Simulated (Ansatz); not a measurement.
TiRh:
```cif
data_RhTi
_chemical_formula_sum 'Rh1 Ti1'
_space_group_name_H-M_alt 'P4/mmm'
_space_group_IT_number 123
_space_group_name_Hall '-P 4 2'
_cell_length_a 2.94870
_cell_length_b 2.94870
_cell_length_c 3.38465
_cell_angle_alpha 90.000
_cell_angle_beta 90.000
_cell_angle_gamma 90.000
loop_
_atom_site_label
_atom_site_type_symbol
_atom_site_symmetry_multiplicity
_atom_site_Wyckoff_symbol
_atom_site_fract_x
_atom_site_fract_y
_atom_site_fract_z
_atom_site_occupancy
Rh1 Rh 1 a 0.00000 0.00000 0.00000 1
Ti1 Ti 1 d 0.50000 0.50000 0.50000 1
```

Relaxed with r²SCAN.

### Question
Tabulate the valence density and the electron localisation function along the shortest Rh–Ti contact (2.69 Å), DFT-r²SCAN in the program Ansatz with PAW potentials.

### Answer


| distance from Rh (Å) | density (e/Å³) | ELF |
|---|---|---|
| 0.27 | 12.19 | 0.77 |
| 0.40 | 9.39 | 0.76 |
| 0.54 | 6.40 | 0.71 |
| 0.67 | 3.82 | 0.63 |
| 0.81 | 1.94 | 0.50 |
| 0.94 | 0.95 | 0.36 |
| 1.07 | 0.57 | 0.29 |
| 1.21 | 0.39 | 0.29 |
| 1.34 | 0.31 | 0.27 |
| 1.48 | 0.29 | 0.18 |
| 1.61 | 0.32 | 0.12 |
| 1.75 | 0.49 | 0.18 |
| 1.88 | 1.04 | 0.40 |
| 2.01 | 2.43 | 0.62 |
| 2.15 | 4.70 | 0.66 |
| 2.28 | 7.21 | 0.52 |
| 2.42 | 9.09 | 0.22 |

The density is the valence pseudo-density with augmentation charge, so density and ELF within about 1 Å of a nucleus are not all-electron values.

The workflow started from an entry of the Crystallography Open Database (COD). Its standing as an ambient phase is unchecked. The r²SCAN relaxation kept the symmetry of its start; its stability against distortions is not shown here. The run is not spin-polarised.

Potentials: the later of the program's two PAW sets.
